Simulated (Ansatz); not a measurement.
SiC (zinc blende), conventional cell a = b = c = 4.357 Å, α = β = γ = 90.00°. The calculation uses the primitive cell of 2 atoms, to which meshes and values per cell refer.

The relaxed cell is deformed in two ways at once: its volume V is scaled, and at that volume it is stretched along z (the c axis of the conventional cell) so that c/a changes. Fractional atomic positions are held.

These are r2SCAN (plane waves to 500 eV, PAW, scalar-relativistic; Ansatz, a first-principles code) values and carry that method's errors. k mesh 13×13×13 (Γ-centred), Fermi-Dirac smearing 0.05 eV. E stands for the smeared free energy. SiC was relaxed with its symmetry unable to fall. The PAW data are Ansatz's earlier set.

Changes of ΔE (eV/atom) from the point V/V₀ = 1.000, (c/a)/(c/a)₀ = 1.000 when one coordinate moves alone (two changes are said to add if the coupling is within 5 % of the smaller one, nearly so within 20 %):

| point | change |
|---|---|
| V/V₀ = 1.000, (c/a)/(c/a)₀ = 0.920 | 0.03727 |
| V/V₀ = 1.000, (c/a)/(c/a)₀ = 0.947 | 0.01674 |
| V/V₀ = 1.000, (c/a)/(c/a)₀ = 0.973 | 0.00423 |
| V/V₀ = 0.960, (c/a)/(c/a)₀ = 1.000 | 0.01254 |
| V/V₀ = 0.973, (c/a)/(c/a)₀ = 1.000 | 0.00545 |
| V/V₀ = 0.987, (c/a)/(c/a)₀ = 1.000 | 0.00133 |
| V/V₀ = 1.013, (c/a)/(c/a)₀ = 1.000 | 0.00128 |
| V/V₀ = 1.027, (c/a)/(c/a)₀ = 1.000 | 0.00500 |
| V/V₀ = 1.040, (c/a)/(c/a)₀ = 1.000 | 0.01102 |
| V/V₀ = 1.000, (c/a)/(c/a)₀ = 1.027 | 0.00431 |
| V/V₀ = 1.000, (c/a)/(c/a)₀ = 1.053 | 0.01740 |
| V/V₀ = 1.000, (c/a)/(c/a)₀ = 1.080 | 0.03946 |

### Question
Do the two effects add at V/V₀ = 0.960, (c/a)/(c/a)₀ = 1.053? Give the computed change.

### Answer
The sum of the single changes is 0.01254 + (0.01740) = 0.02994; the calculation gives 0.02944, so they add (within 5 % of the smaller single change).

### Question
Do the two effects add at V/V₀ = 0.960, (c/a)/(c/a)₀ = 0.973? Give the computed change.

### Answer
The sum of the single changes is 0.01254 + (0.00423) = 0.01677; the calculation gives 0.01662, so they add (within 5 % of the smaller single change).

(Under strain, the slope of the energy per volume gives the stress and its curvature an elastic modulus.)
